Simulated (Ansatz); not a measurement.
# SnAu$_{3}$: pressure against volume

SnAu$_{3}$, P6_3/mmc, a = 5.856 Å, c = 4.989 Å. The structure is a Materials Project entry; whether it is the stable form wasn't checked. Ansatz: PBEsol, PAW, 420 eV, Γ-centred 6×6×8 mesh on 8 atoms, Gaussian smearing 0.10 eV; no spin polarisation. Shape and atoms are relaxed at each volume; pressure is positive in compression.

```tsv
V (Å³/atom)	P (GPa)
17.409	9.45
17.965	4.27
18.520	0.01
19.076	-3.47
19.632	?
```

Question: Take V0 = 18.520 Å³/atom, count pressures from its P0 = 0.01 GPa, fit the third-order Birch–Murnaghan form to the other rows, and predict the missing pressure.

Answer: With the Eulerian strain f = ½[(V0/V)^(2/3) − 1] and y = (P − P0)/[3f(1 + 2f)^(5/2)], the form is the line y = B0 + 1.5 B0 (B0′ − 4) f. Rows (f, y): 0.02105, 134.8; 0.01025, 131.7; -0.00976, 124.9. Means f = 0.007180, y = 130.47; Σ(Δf)² = 0.0004888, ΣΔfΔy = 0.1582; the slope is their ratio. y = 128.1 + 323.7 f GPa, so B0 = 128.1 GPa and B0′ = 4 + 2 × (323.7)/(3 × 128.1) = 5.68. At V = 19.632, f = -0.01906, y = 121.93 and P = -6.32 GPa. The run gave -6.27 GPa, so the fit is 0.05 GPa too low, a small miss on the scale of the series. The form still works here, 33 % of the fitted range beyond its end.

Spin–orbit coupling is left out, which can shift energies with elements as heavy as these.